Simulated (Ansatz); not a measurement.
KI (rock salt)

```xyz
2
Lattice="0.0000 3.5906 3.5906 3.5906 0.0000 3.5906 3.5906 3.5906 0.0000" Properties=species:S:1:pos:R:3 pbc="T T T"
I      0.0000     0.0000     0.0000
K      3.5906     3.5906     3.5906
```

Two-dimensional scan of atom 2 (K, nearest neighbour I at 3.591 Å; its periodic images, 5.1 Å or more away, move with it): u runs along (1.000, 0.000, 0.000), v along (0.000, 0.000, 1.000) (Cartesian). Cell and other atoms are fixed.

The numbers are results of PBE (plane waves to 420 eV, PAW, scalar-relativistic; Ansatz, an electronic-structure program), not measurements. k mesh 7×7×7 (Γ-centred), Fermi-Dirac smearing 0.05 eV. E stands for the smeared free energy. KI was relaxed with its symmetry unable to fall. Spin-orbit coupling is left out, though I is heavy. The relaxed volume of KI is well above the measured one; the method has no dispersion term.

Changes of ΔE (meV/cell) from the point u = 0.000 Å, v = 0.000 Å when one coordinate moves alone (two changes are said to add if the coupling is within 5 % of the smaller one, nearly so within 20 %):

```tsv
point	change
u = 0.000 Å, v = -0.900 Å	834.8
u = 0.000 Å, v = -0.450 Å	112.5
u = -0.900 Å, v = 0.000 Å	834.8
u = -0.450 Å, v = 0.000 Å	112.5
u = 0.450 Å, v = 0.000 Å	112.5
u = 0.900 Å, v = 0.000 Å	834.8
u = 0.000 Å, v = 0.450 Å	112.5
u = 0.000 Å, v = 0.900 Å	834.8
```

Question: Do the two effects add at u = -0.900 Å, v = 0.450 Å? Give the computed change.

Answer: The sum of the single changes is 834.8 + (112.5) = 947.3; the calculation gives 792.9, so the coupling contributes -154.4 (over 20 % of the smaller single change, not additive).

Question: Do the two effects add at u = -0.450 Å, v = 0.450 Å? Give the computed change.

Answer: The sum of the single changes is 112.5 + (112.5) = 225.0; the calculation gives 195.9, so the coupling contributes -29.1 (over 20 % of the smaller single change, not additive).

(For displaced atoms, the force is minus the slope of the energy, and its curvature is a force constant, which sets phonon frequencies.)
